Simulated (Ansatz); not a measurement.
# WSi2: pressure against volume

WSi2, I4/mmm, a = 3.211 Å, c = 7.805 Å. Ansatz: r2SCAN, PAW, 500 eV, Γ-centred 18×18×18 mesh on 3 atoms, Gaussian smearing 0.10 eV; no spin polarisation. Shape and atoms are relaxed at each volume; pressure is positive in compression.

| V (Å³/atom) | P (GPa) |
| --- | --- |
| 11.805 | 39.20 |
| 12.207 | 26.93 |
| 12.609 | 16.48 |
| 13.012 | 7.58 |
| 13.414 | 0.00 |
| 13.817 | -6.45 |
| 14.219 | -11.91 |
| 14.756 | ? |

Q: Take V0 = 13.414 Å³/atom, fit the third-order Birch–Murnaghan form to the other rows, and predict the missing pressure.

A: With the Eulerian strain f = ½[(V0/V)^(2/3) − 1] and y = P/[3f(1 + 2f)^(5/2)], the form is the line y = B0 + 1.5 B0 (B0′ − 4) f. Rows (f, y): 0.04446, 237.5; 0.03244, 236.5; 0.02106, 235.3; 0.01025, 234.3; -0.00977, 231.2; -0.01905, 229.7. Means f = 0.01323, y = 234.08; Σ(Δf)² = 0.002986, ΣΔfΔy = 0.3698; the slope is their ratio. y = 232.4 + 123.9 f GPa, so B0 = 232.4 GPa and B0′ = 4 + 2 × (123.9)/(3 × 232.4) = 4.36. At V = 14.756, f = -0.03079, y = 228.59 and P = -18.01 GPa. The run gave -17.93 GPa, so the fit is 0.08 GPa too low, a small miss on the scale of the series. The form still works here, 22 % of the fitted range beyond its end.

Spin–orbit coupling is left out, which can shift energies with elements as heavy as these.